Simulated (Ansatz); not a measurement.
# Wurtzite alloy of MgTe and CdTe (6 of 48 Mg sites exchanged), 96 atoms

Ansatz, PAW, plane waves. PBEsol relaxation of cell lengths and atoms (angles held) at the single k point (¼, ¼, ¼) without its symmetry partners; single points on the relaxed atoms at the single k point (¼, ¼, ¼) without its symmetry partners, onto which points of the small cell's zone fold. Arrangement: random. No spin–orbit coupling unless named.

Relaxed structure:

```yaml
crystal:
  lattice:
    - [13.67940, 0.00000, 0.00000]
    - [0.00000, 15.80874, 0.00000]
    - [0.00000, 0.00000, 14.86493]
  atoms:
    - { symbol: Mg, position: [0.16644, 0.08313, 0.24981] }
    - { symbol: Mg, position: [0.16645, 0.08341, 0.75003] }
    - { symbol: Mg, position: [0.99983, 0.33315, 0.24954] }
    - { symbol: Mg, position: [0.99958, 0.33360, 0.74996] }
    - { symbol: Mg, position: [0.49957, 0.08310, 0.74943] }
    - { symbol: Mg, position: [0.33338, 0.33354, 0.24991] }
    - { symbol: Mg, position: [0.33330, 0.33369, 0.74967] }
    - { symbol: Mg, position: [0.16677, 0.58337, 0.24938] }
    - { symbol: Mg, position: [0.00000, 0.83320, 0.24990] }
    - { symbol: Mg, position: [0.00010, 0.83315, 0.75014] }
    - { symbol: Mg, position: [0.83346, 0.08345, 0.24938] }
    - { symbol: Mg, position: [0.83393, 0.08300, 0.74975] }
    - { symbol: Mg, position: [0.66648, 0.33357, 0.24943] }
    - { symbol: Mg, position: [0.66675, 0.33367, 0.74988] }
    - { symbol: Mg, position: [0.49953, 0.58307, 0.25006] }
    - { symbol: Mg, position: [0.50000, 0.58288, 0.74936] }
    - { symbol: Mg, position: [0.33231, 0.83333, 0.24929] }
    - { symbol: Mg, position: [0.33204, 0.83324, 0.74917] }
    - { symbol: Mg, position: [0.83390, 0.58251, 0.24957] }
    - { symbol: Mg, position: [0.83312, 0.58322, 0.74938] }
    - { symbol: Mg, position: [0.66746, 0.83362, 0.24995] }
    - { symbol: Mg, position: [0.66700, 0.83254, 0.74864] }
    - { symbol: Mg, position: [0.00041, 0.16704, 0.50023] }
    - { symbol: Mg, position: [0.99988, 0.16665, 0.99953] }
    - { symbol: Mg, position: [0.33227, 0.16719, 0.50063] }
    - { symbol: Mg, position: [0.33263, 0.16702, 0.99916] }
    - { symbol: Mg, position: [0.16656, 0.41677, 0.49881] }
    - { symbol: Mg, position: [0.16694, 0.41648, 0.00003] }
    - { symbol: Mg, position: [0.00018, 0.66629, 0.49888] }
    - { symbol: Mg, position: [0.99965, 0.66676, 0.00038] }
    - { symbol: Mg, position: [0.66717, 0.16649, 0.99883] }
    - { symbol: Mg, position: [0.49976, 0.41650, 0.49978] }
    - { symbol: Mg, position: [0.50023, 0.41617, 0.00010] }
    - { symbol: Mg, position: [0.33320, 0.66642, 0.49922] }
    - { symbol: Mg, position: [0.33389, 0.66668, 0.99974] }
    - { symbol: Mg, position: [0.16595, 0.91709, 0.49978] }
    - { symbol: Mg, position: [0.16653, 0.91688, 0.99971] }
    - { symbol: Mg, position: [0.83373, 0.41665, 0.49970] }
    - { symbol: Mg, position: [0.83373, 0.41646, 0.99941] }
    - { symbol: Mg, position: [0.66650, 0.66626, 0.49943] }
    - { symbol: Mg, position: [0.83349, 0.91678, 0.50026] }
    - { symbol: Mg, position: [0.83368, 0.91655, 0.00008] }
    - { symbol: Cd, position: [0.50007, 0.08404, 0.24986] }
    - { symbol: Cd, position: [0.16637, 0.58305, 0.75004] }
    - { symbol: Cd, position: [0.66785, 0.16687, 0.50077] }
    - { symbol: Cd, position: [0.66638, 0.66630, 0.00093] }
    - { symbol: Cd, position: [0.49959, 0.91595, 0.50048] }
    - { symbol: Cd, position: [0.49975, 0.91692, 0.00003] }
    - { symbol: Te, position: [0.00011, 0.16681, 0.18743] }
    - { symbol: Te, position: [0.00012, 0.16700, 0.68809] }
    - { symbol: Te, position: [0.33186, 0.16747, 0.18698] }
    - { symbol: Te, position: [0.33298, 0.16682, 0.68835] }
    - { symbol: Te, position: [0.16653, 0.41678, 0.18802] }
    - { symbol: Te, position: [0.16639, 0.41543, 0.68677] }
    - { symbol: Te, position: [0.00000, 0.66669, 0.18828] }
    - { symbol: Te, position: [0.99877, 0.66719, 0.68685] }
    - { symbol: Te, position: [0.66799, 0.16751, 0.18672] }
    - { symbol: Te, position: [0.66692, 0.16669, 0.69004] }
    - { symbol: Te, position: [0.49978, 0.41674, 0.18793] }
    - { symbol: Te, position: [0.50000, 0.41645, 0.68762] }
    - { symbol: Te, position: [0.33349, 0.66673, 0.18756] }
    - { symbol: Te, position: [0.33430, 0.66701, 0.68714] }
    - { symbol: Te, position: [0.16615, 0.91677, 0.18757] }
    - { symbol: Te, position: [0.16585, 0.91704, 0.68773] }
    - { symbol: Te, position: [0.83339, 0.41639, 0.18731] }
    - { symbol: Te, position: [0.83320, 0.41670, 0.68767] }
    - { symbol: Te, position: [0.66670, 0.66654, 0.19018] }
    - { symbol: Te, position: [0.66652, 0.66612, 0.68732] }
    - { symbol: Te, position: [0.49994, 0.91573, 0.18920] }
    - { symbol: Te, position: [0.49966, 0.91614, 0.68986] }
    - { symbol: Te, position: [0.83370, 0.91674, 0.18782] }
    - { symbol: Te, position: [0.83361, 0.91650, 0.68801] }
    - { symbol: Te, position: [0.16665, 0.08343, 0.43777] }
    - { symbol: Te, position: [0.16627, 0.08322, 0.93787] }
    - { symbol: Te, position: [0.99991, 0.33318, 0.43752] }
    - { symbol: Te, position: [0.00041, 0.33327, 0.93792] }
    - { symbol: Te, position: [0.49898, 0.08397, 0.43911] }
    - { symbol: Te, position: [0.49956, 0.08471, 0.93722] }
    - { symbol: Te, position: [0.33325, 0.33325, 0.43776] }
    - { symbol: Te, position: [0.33339, 0.33363, 0.93748] }
    - { symbol: Te, position: [0.16673, 0.58320, 0.43721] }
    - { symbol: Te, position: [0.16659, 0.58336, 0.93958] }
    - { symbol: Te, position: [0.99982, 0.83308, 0.43782] }
    - { symbol: Te, position: [0.00006, 0.83302, 0.93801] }
    - { symbol: Te, position: [0.83507, 0.08274, 0.43731] }
    - { symbol: Te, position: [0.83370, 0.08278, 0.93765] }
    - { symbol: Te, position: [0.66675, 0.33446, 0.43727] }
    - { symbol: Te, position: [0.66694, 0.33341, 0.93780] }
    - { symbol: Te, position: [0.49989, 0.58305, 0.43787] }
    - { symbol: Te, position: [0.49907, 0.58227, 0.93725] }
    - { symbol: Te, position: [0.33137, 0.83275, 0.43720] }
    - { symbol: Te, position: [0.33196, 0.83273, 0.93703] }
    - { symbol: Te, position: [0.83327, 0.58308, 0.43753] }
    - { symbol: Te, position: [0.83428, 0.58276, 0.93734] }
    - { symbol: Te, position: [0.66786, 0.83264, 0.43777] }
    - { symbol: Te, position: [0.66769, 0.83355, 0.93667] }
```

Question: What are the mean bond lengths by pair (pairs within 1.2 times the sum of covalent radii, less contacts 15 % beyond the pair's median; cation–cation pairs of compounds aside; long ionic contacts are cut short by that bound)?

Answer: Cd–Te 2.812 ± 0.002 Å (standard deviation, 24 bonds); Mg–Te 2.788 ± 0.003 Å (standard deviation, 168 bonds).

Question: What gap lies between the top filled and the lowest empty level in the single points?

Answer: HSE06 3.70 eV (3.9 min on NVIDIA GB300). Away from Γ this isn't the crystal's band gap.
